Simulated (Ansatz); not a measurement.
ReC:
```
CELL_PARAMETERS angstrom
      2.84197     0.00000     0.00000
     -1.42099     2.46122     0.00000
      0.00000     0.00000     2.78086
ATOMIC_POSITIONS crystal
  Re 0.00000 0.00000 0.00000
  C  0.33333 0.66667 0.50000
```

Relaxed with LDA. Special points in fractions of this cell's reciprocal vectors: Γ (0.000, 0.000, 0.000); M (0.500, 0.000, 0.000); K (0.333, 0.333, 0.000); A (0.000, 0.000, 0.500); L (0.500, 0.000, 0.500); H (0.333, 0.333, 0.500).

### Question
List the band energies nearest the Fermi level at these points for LDA (plane waves, PAW; program Ansatz).

### Answer
In eV from the Fermi level; about four levels below and three above (degenerate sets whole), none deeper than 8.9 eV; … stands for higher levels left out; points with the same levels are listed once.

```json
[
 {"k": "Γ", "below": "-6.65 -5.43 -5.43 -1.58", "above": "0.71 0.71 …"},
 {"k": "M", "below": "-5.81 -5.77 -2.20 -0.14", "above": "2.20 2.70 …"},
 {"k": "K", "below": "-5.58 -1.79 -1.06 -0.07", "above": "1.17 …"},
 {"k": "A", "below": "-4.15 -4.15 -2.88 -2.88", "above": "1.39 …"},
 {"k": "L", "below": "-8.56 -6.47 -6.05 -1.53", "above": "2.01 2.72 4.95"},
 {"k": "H", "below": "-7.45 -3.46 -2.77", "above": "1.95 4.49 5.50"}
]
```

Space group P-6m2. The first step of the workflow began from a Materials Project structure, measured or hypothetical; the Crystallography Open Database copy checked does not list it. Whether it is the stable phase at ambient conditions was not checked. The cell was relaxed with LDA under the symmetry of its start; of distortions, only those at the zone centre were tested. The run is not spin-polarised. Scalar-relativistic: spin–orbit coupling is off unless named, which matters more the heavier the elements.

Potentials: the later of the program's two PAW sets.
